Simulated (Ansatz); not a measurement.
input.yaml

```yaml
crystal:
  lattice:
    - [4.0818708263, 0.0, 0.0]
    - [0.0, 4.0818708263, 0.0]
    - [0.0, 0.0, 8.770188002]
  atoms:
    - { symbol: Zr, position: [0.5, 0.0, 0.2645754297] }
    - { symbol: Zr, position: [0.0, 0.5, 0.7354245703] }
    - { symbol: Sn, position: [0.0, 0.0, 0.0] }
    - { symbol: Sn, position: [0.5, 0.5, 0.0] }
    - { symbol: Te, position: [0.5, 0.0, 0.6182875592] }
    - { symbol: Te, position: [0.0, 0.5, 0.3817124408] }
basis:
  ecutwfc: 420
kpoints:
  mp_grid: { grid: [10, 10, 4] }
hamiltonian:
  xc: pbesol
scf:
  occupations: { method: gaussian, width: 0.1 }
output:
  forces: true
  stress: true
  eigenvalues: true
relax:
  adjacent_minimum: "off"
  f_tol: 0.01
  max_steps: 30
  cell: { stress_tol: 0.1, fix: [volume] }
```

Command:
```bash
ansatz run input.yaml --threads 2 --pin off --max-ram 5120MiB --backend cpu --events-out ev --progress --plain --runs-dir out
```

These are results of DFT PBEsol, scalar-relativistic, plane waves, PAW (Ansatz), not measurements.

Part of what the program printed, abridged:

```
Pseudopotentials: kind: paw
Pseudopotential: Zr, paw, valence charge 12, recommended cutoff 420 eV (normal)
Pseudopotential: Sn, paw, valence charge 14, recommended cutoff 420 eV (normal)
Pseudopotential: Te, paw, valence charge 16, recommended cutoff 420 eV (normal)
Functional definition: PBEsol
Crystal: 6 atoms, lattice volume = 146.126 Å³
Basis set: ecut = 420 eV, 2837 PW (Γ), exchange–correlation on 60×60×120 points (8 copies of the dense FFT grid, shifted against one another)
Bands: 51, of which v1, the nominal top of the filled ones, is band 42 counted from 1 (41 counted from 0)
Symmetry: 16 space group operations
Space group: P4/nmm (ITA 129), of the structure as read, at distance tolerance 5.3e-5 Å
k-points: 63 of 400
Initial density: superposition of atomic densities (neutral atoms: chi_scale 0, normalization atom), corrected by the library's trained network
Initial wavefunctions: pseudopotential atomic-orbital guess
Functional: x = pbesol(κ = 0.804, μ = 0.12345679), c = pbesol(β = 0.046)
SCF iter   1: F=—  HF=-33964.398685 eV  |F-HF|=—  |Δ(HF+E_count)|=         —  Δρ=3.76e-3  dr2=2.21e-2  ethr=1.77e-3  ⟨swp⟩=7.6  Hψ=13573  notcnv=0
SCF iter   2: F=—  HF=-33964.395743 eV  |F-HF|=—  |Δ(HF+E_count)|=   2.94e-3  Δρ=2.04e-3  dr2=8.88e-3  ethr=2.63e-5  ⟨swp⟩=2.4  Hψ=5728  notcnv=0
SCF iter   3: F=—  HF=-33964.395462 eV  |F-HF|=—  |Δ(HF+E_count)|=   2.81e-4  Δρ=5.32e-4  dr2=1.58e-3  ethr=1.06e-5  ⟨swp⟩=2.9  Hψ=4747  notcnv=0
SCF iter   4: F=—  HF=-33964.395274 eV  |F-HF|=—  |Δ(HF+E_count)|=   1.87e-4  Δρ=1.48e-4  dr2=1.11e-4  ethr=1.88e-6  ⟨swp⟩=2.0  Hψ=3593  notcnv=0
SCF iter   5: F=—  HF=-33964.395263 eV  |F-HF|=—  |Δ(HF+E_count)|=   1.19e-5  Δρ=4.79e-5  dr2=9.75e-6  ethr=1.33e-7  ⟨swp⟩=2.0  Hψ=3709  notcnv=0
SCF iter   6: F=—  HF=-33964.395266 eV  |F-HF|=—  |Δ(HF+E_count)|=   3.71e-6  Δρ=1.75e-5  dr2=7.35e-7  ethr=1.16e-8  ⟨swp⟩=2.0  Hψ=5550  notcnv=0
SCF iter   7: F=—  HF=-33964.395266 eV  |F-HF|=—  |Δ(HF+E_count)|=   8.38e-8  Δρ=6.57e-6  dr2=1.22e-7  ethr=1.19e-10  ⟨swp⟩=10.8  Hψ=14561  notcnv=0
SCF iter   8: F=-33964.395266 eV  HF=-33964.395266 eV  |F-HF|=2.04e-10  |Δ(HF+E_count)|=   3.62e-9  Δρ=1.46e-6  dr2=4.00e-9  ethr=1.19e-10  ⟨swp⟩=4.0  Hψ=9501  notcnv=0
SCF 1 converged in 8 iterations: F = -33964.395266 eV  dr2 = 4.00e-9
relax step   1: F+E_penalty+E_count = -33964.39526618 eV  Δ(F+E_penalty+E_count) = +0.000e0 eV  max|allowed force component| = 3.282e-2 eV/Å  Δτ_max = 0.0000 Å  P = -2.576 GPa  Ω = 146.126 Å³  fix = [volume]  reactions: volume -2.576 GPa (8 SCF iters, dr2 threshold 1.00e-7 eV, accepted)
Basis set: ecut = 420 eV, 2829 PW (Γ), exchange–correlation on 60×60×120 points (8 copies of the dense FFT grid, shifted against one another)
Initial density: handed on by an earlier stage of this run
Initial wavefunctions: those handed on with the density
SCF iter   1: F=—  HF=-33964.395271 eV  |F-HF|=—  |Δ(HF+E_count)|=         —  Δρ=4.76e-4  dr2=1.54e-3  ethr=1.79e-6  ⟨swp⟩=2.2  Hψ=12353  notcnv=0
SCF iter   2: F=—  HF=-33964.395157 eV  |F-HF|=—  |Δ(HF+E_count)|=   1.13e-4  Δρ=2.97e-4  dr2=8.23e-4  ethr=1.79e-6  ⟨swp⟩=1.0  Hψ=3214  notcnv=0
SCF iter   3: F=—  HF=-33964.395024 eV  |F-HF|=—  |Δ(HF+E_count)|=   1.33e-4  Δρ=7.68e-5  dr2=4.04e-5  ethr=9.80e-7  ⟨swp⟩=2.0  Hψ=3582  notcnv=0
SCF iter   4: F=—  HF=-33964.395020 eV  |F-HF|=—  |Δ(HF+E_count)|=   4.77e-6  Δρ=3.54e-5  dr2=3.87e-6  ethr=4.81e-8  ⟨swp⟩=2.0  Hψ=3676  notcnv=0
SCF iter   5: F=—  HF=-33964.395019 eV  |F-HF|=—  |Δ(HF+E_count)|=   4.78e-7  Δρ=8.85e-6  dr2=2.79e-7  ethr=4.61e-9  ⟨swp⟩=2.0  Hψ=3742  notcnv=0
SCF iter   6: F=-33964.395019 eV  HF=-33964.395019 eV  |F-HF|=1.07e-8  |Δ(HF+E_count)|=   3.66e-8  Δρ=3.28e-6  dr2=2.63e-8  ethr=8.02e-11  ⟨swp⟩=7.1  Hψ=13559  notcnv=0
SCF 2 converged in 6 iterations: F = -33964.395019 eV  dr2 = 2.63e-8
relax step   2: F+E_penalty+E_count = -33964.39501911 eV  Δ(F+E_penalty+E_count) = +2.471e-4 eV  max|allowed force component| = 5.640e-2 eV/Å  Δτ_max = 0.0079 Å  P = -2.543 GPa  Ω = 146.126 Å³  energy of the carried Pulay correction = +1.858e-15 eV  fix = [volume]  (6 SCF iters, dr2 threshold 6.73e-8 eV, rejected (line search))
SCF iter   1: F=—  HF=-33964.395516 eV  |F-HF|=—  |Δ(HF+E_count)|=         —  Δρ=2.91e-4  dr2=6.30e-4  ethr=7.28e-7  ⟨swp⟩=3.0  Hψ=14154  notcnv=0
SCF iter   2: F=—  HF=-33964.395473 eV  |F-HF|=—  |Δ(HF+E_count)|=   4.33e-5  Δρ=1.81e-4  dr2=3.29e-4  ethr=7.28e-7  ⟨swp⟩=1.0  Hψ=3214  notcnv=0
SCF iter   3: F=—  HF=-33964.395418 eV  |F-HF|=—  |Δ(HF+E_count)|=   5.49e-5  Δρ=4.82e-5  dr2=1.89e-5  ethr=3.91e-7  ⟨swp⟩=2.0  Hψ=3581  notcnv=0
SCF iter   4: F=—  HF=-33964.395418 eV  |F-HF|=—  |Δ(HF+E_count)|=   3.66e-7  Δρ=2.40e-5  dr2=1.68e-6  ethr=2.24e-8  ⟨swp⟩=2.0  Hψ=3613  notcnv=0
SCF iter   5: F=—  HF=-33964.395417 eV  |F-HF|=—  |Δ(HF+E_count)|=   1.12e-6  Δρ=6.62e-6  dr2=1.13e-7  ethr=2.00e-9  ⟨swp⟩=2.0  Hψ=3861  notcnv=0
SCF iter   6: F=—  HF=-33964.395417 eV  |F-HF|=—  |Δ(HF+E_count)|=   2.17e-8  Δρ=2.47e-6  dr2=1.56e-8  ethr=1.35e-10  ⟨swp⟩=2.0  Hψ=4777  notcnv=0
SCF iter   7: F=—  HF=-33964.395417 eV  |F-HF|=—  |Δ(HF+E_count)|=   1.83e-9  Δρ=6.67e-7  dr2=1.15e-9  ethr=1.85e-11  ⟨swp⟩=2.1  Hψ=4714  notcnv=0
SCF iter   8: F=-33964.395417 eV  HF=-33964.395417 eV  |F-HF|=2.91e-11  |Δ(HF+E_count)|=  2.18e-11  Δρ=2.11e-7  dr2=5.62e-11  ethr=1.00e-12  ⟨swp⟩=6.2  Hψ=12324  notcnv=0
SCF 3 converged in 8 iterations: F = -33964.395417 eV  dr2 = 5.62e-11
relax step   3: F+E_penalty+E_count = -33964.39541730 eV  Δ(F+E_penalty+E_count) = -1.511e-4 eV  max|allowed force component| = 1.225e-4 eV/Å  Δτ_max = 0.0030 Å  P = -2.564 GPa  Ω = 146.126 Å³  energy of the carried Pulay correction = +1.010e-17 eV  fix = [volume]  reactions: volume -2.564 GPa (8 SCF iters, accepted)
Initial wavefunctions: pseudopotential atomic-orbital guess (no wavefunctions were taken with the density)
SCF iter   1: F=—  HF=-33964.395411 eV  |F-HF|=—  |Δ(HF+E_count)|=         —  Δρ=3.91e-7  dr2=2.55e-10  ethr=7.80e-8  ⟨swp⟩=4.0  Hψ=23441  notcnv=0
SCF iter   2: F=—  HF=-33964.395417 eV  |F-HF|=—  |Δ(HF+E_count)|=   6.29e-6  Δρ=1.78e-7  dr2=4.19e-11  ethr=1.00e-12  ⟨swp⟩=7.2  Hψ=19628  notcnv=0
SCF iter   3: F=-33964.395417 eV  HF=-33964.395417 eV  |F-HF|=7.28e-12  |Δ(HF+E_count)|=    0.00e0  Δρ=1.06e-7  dr2=1.54e-11  ethr=1.00e-12  ⟨swp⟩=2.1  Hψ=8033  notcnv=0
SCF 4 converged in 3 iterations: F = -33964.395417 eV  dr2 = 1.54e-11
SCF converged after 3 iterations
Free energy (F): -33964.395417 eV
Harris-Foulkes:  -33964.395417 eV  (|F-HF|=7.28e-12)
Internal energy: -33964.387982 eV  (E = F + TS)
E sigma→0 (E₀):  -33964.391700 eV
Entropy (-TS):   -0.007435 eV (-1.239 meV/atom)
Fermi energy:    13.401743 eV
--- Per-component energies (eV) ---
  E_band       = -719.302842
  E_kinetic    = 1405.702665
  E_local      = -4820.541626  (includes V_loc(G=0)·N_el)
  E_nonlocal   = -511.825572
  E_hartree    = 2817.933653
  E_xc         = -1328.325709
  E_vxc        = -786.398091  (∫ρ·V_xc dr)
  E_paw        = -23105.420492  (= ΣΔE_a)
  E_vpaw       = -1642.107072  (= ΣTr[D̂ρ^β])
  E_aug_tail   = -0.000328  (compensation charges beyond the density's cutoff)
  E_ewald      = -8423.561323
  E_core_change = 1.650751  (= ΣΔE_core)
  E_smearing   = -0.007435  (= −TS)
--- Forces (eV/Å), atoms counted from 1 ---
  atom   1  Zr     0.00000000     0.00000000    -0.00012105
  atom   2  Zr     0.00000000     0.00000000     0.00012105
  atom   3  Sn     0.00000000     0.00000000     0.00000000
  atom   4  Sn     0.00000000     0.00000000     0.00000000
  atom   5  Te     0.00000000     0.00000000    -0.00003450
  atom   6  Te     0.00000000     0.00000000     0.00003450
--- Stress (GPa, compression-positive) ---
       -2.563953       0.000000       0.000000
        0.000000      -2.563953       0.000000
        0.000000       0.000000      -2.563673
  P = ⅓ Tr σ = -2.5639 GPa (-25.639 kbar)
--- Band table (eV; the first three rows and the last of 63) ---
  k-point 0: bands = ["-36.3180", "-36.3177", "-23.8685", "-23.8584", "-23.8562", "-23.8507", "-23.8475", "-23.8475", "-23.8442", "-23.8375", "-23.8373", "-23.8373", "-14.3790", "-14.3790", "-14.3784", "-14.3784", "-14.3299", "-14.3138", "-8.5038", "-8.2811", "-8.1261", "-8.0553", "-8.0553", "-7.8652", "-7.8652", "-7.8541", "-7.7925", "-7.6483", "0.2833", "1.9766", "2.6430", "8.7663", "8.8263", "10.0180", "10.0912", "10.0912", "10.8633", "10.8633", "11.5305", "12.2527", "12.2527", "12.9115", "13.4114", "13.5072", "13.9835", "14.0651", "14.2101", "14.2101", "15.8117", "16.5139", "16.5139"]
  k-point 1: bands = ["-36.3179", "-36.3178", "-23.8685", "-23.8584", "-23.8563", "-23.8507", "-23.8475", "-23.8475", "-23.8442", "-23.8375", "-23.8373", "-23.8373", "-14.3798", "-14.3798", "-14.3776", "-14.3776", "-14.3285", "-14.3153", "-8.5038", "-8.2811", "-8.1261", "-8.0553", "-8.0553", "-7.8652", "-7.8652", "-7.8541", "-7.7925", "-7.6483", "0.3232", "1.7818", "2.8222", "8.1256", "9.7750", "10.0401", "10.0981", "10.0981", "10.8344", "10.8344", "11.4286", "12.2377", "12.2698", "12.2698", "13.6109", "13.6718", "13.9848", "14.0637", "14.3363", "14.3363", "15.7220", "16.2690", "16.2690"]
  k-point 2: bands = ["-36.3179", "-36.3178", "-23.8685", "-23.8584", "-23.8563", "-23.8507", "-23.8475", "-23.8475", "-23.8442", "-23.8375", "-23.8373", "-23.8373", "-14.3802", "-14.3802", "-14.3771", "-14.3771", "-14.3265", "-14.3172", "-8.5038", "-8.2812", "-8.1261", "-8.0553", "-8.0553", "-7.8652", "-7.8652", "-7.8541", "-7.7925", "-7.6483", "0.3683", "1.6285", "2.9557", "7.8791", "10.0640", "10.1055", "10.1055", "10.8059", "10.8059", "10.9272", "11.0273", "11.3353", "12.2863", "12.2863", "13.8200", "13.9023", "13.9861", "14.0622", "14.4909", "14.4909", "15.5424", "16.0095", "16.0095"]
  k-point 62: bands = ["-36.3140", "-36.3140", "-23.8648", "-23.8648", "-23.8496", "-23.8496", "-23.8485", "-23.8485", "-23.8389", "-23.8389", "-23.8369", "-23.8369", "-14.4229", "-14.4229", "-14.4227", "-14.4227", "-14.3108", "-14.3108", "-8.2785", "-8.2785", "-8.0817", "-8.0817", "-8.0303", "-8.0303", "-7.8471", "-7.8471", "-7.7717", "-7.7717", "1.9075", "1.9075", "6.2714", "6.2714", "7.8606", "7.8606", "7.9234", "7.9234", "10.4047", "10.4047", "10.4637", "10.4637", "11.2740", "11.2740", "14.5799", "14.5799", "15.1632", "15.1632", "15.2632", "15.2632", "15.7095", "15.7095", "16.7270"]
--- Relaxed structure (3 steps of the walk, 2 accepted, 1 SCFs on fresh bases) ---
  F+E_penalty+E_count = -33964.39541699 eV   max|allowed force component| = 1.211e-4 eV/Å   (the final SCF, on the basis selected at the relaxed cell)
  cell:  # Å, volume = 146.1260 Å³
    - [4.08223891, 0.0, 0.0]
    - [0.0, 4.08223891, 0.0]
    - [0.0, 0.0, 8.76860648]
  atoms:
    - { symbol: Zr, position: [0.5, 0.0, 0.26423035] }
    - { symbol: Zr, position: [0.0, 0.5, 0.73576964] }
    - { symbol: Sn, position: [0.0, 0.0, 0.0] }
    - { symbol: Sn, position: [0.5, 0.5, 0.0] }
    - { symbol: Te, position: [0.5, 0.0, 0.61858520] }
    - { symbol: Te, position: [0.0, 0.5, 0.38141479] }
```

The relaxation met its thresholds.

Time: 36 s on 2 threads of Intel(R) Xeon(R) 6975P-C (Granite Rapids), with other jobs on the host, peak memory 0.72 GiB.